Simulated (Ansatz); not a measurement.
Rh (fcc (Cu type), Fm-3m) under volume change, LDA in the plane-wave PAW code Ansatz, scaled uniformly.

```tsv
V (Å³/atom)	E − E(relaxed) (meV/atom)	P (GPa)
12.034	128.3	37.97
12.430	53.4	22.97
12.827	12.5	10.44
13.224	0.0	-0.01
13.620	[?]	[?]
14.017	[?]	[?]
14.414	89.2	-21.98
```

Q: Some entries are withheld; supply them.

A: 
- 14.017, E − E(relaxed) (meV/atom): 42.0
- 14.017, P (GPa): -15.97
- 13.620, E − E(relaxed) (meV/atom): 11.1
- 13.620, P (GPa): -8.72

Q: What does a third-order Birch–Murnaghan fit give for V₀, B₀ and B′?

A: V₀ = 13.22 Å³/atom, B₀ = 317 GPa, B′ = 5.1.

Symmetry was held in the LDA relaxation. No spin polarisation was allowed.

Potentials: the later of the program's two PAW sets.
